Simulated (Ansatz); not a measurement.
According to r²SCAN+D4 (plane waves, PAW; program Ansatz), Ge$_{2}$Sb$_{2}$Te$_{5}$ in the trigonal phase (P3m1; Pearson symbol hP9) relaxes to a = 4.231 Å, c = 17.784 Å. Te on 1a has 6 nearest neighbours from 3.00 Å (octahedral); Sb on 1b has 6 nearest neighbours from 3.00 Å (octahedral); Te on 1c has 6 nearest neighbours from 3.14 Å (octahedral); Sb on 1a has 6 nearest neighbours from 2.98 Å (octahedral). Against the elements it lies at -0.082 eV/atom, with no fitted shifts.

The Kohn–Sham gap is 0.25 eV (smallest direct gap 0.26 eV). The valence maximum lies at Γ and the conduction minimum on the K–Γ line, 94 % of the way from K (6 equivalent valleys).

The start of the workflow was typed in or built on a structure type; neither database checked (COD, Materials Project) lists it. It is not the phase usual at ambient conditions (space group No. 164). The r²SCAN+D4 relaxation kept the symmetry of its start; whether a distortion lowers the energy is not shown. The references are the lowest solids computed at this level, not always the standard phases. Spin–orbit coupling is left out wherever it is not named.

Potentials: the earlier of the program's two PAW sets.
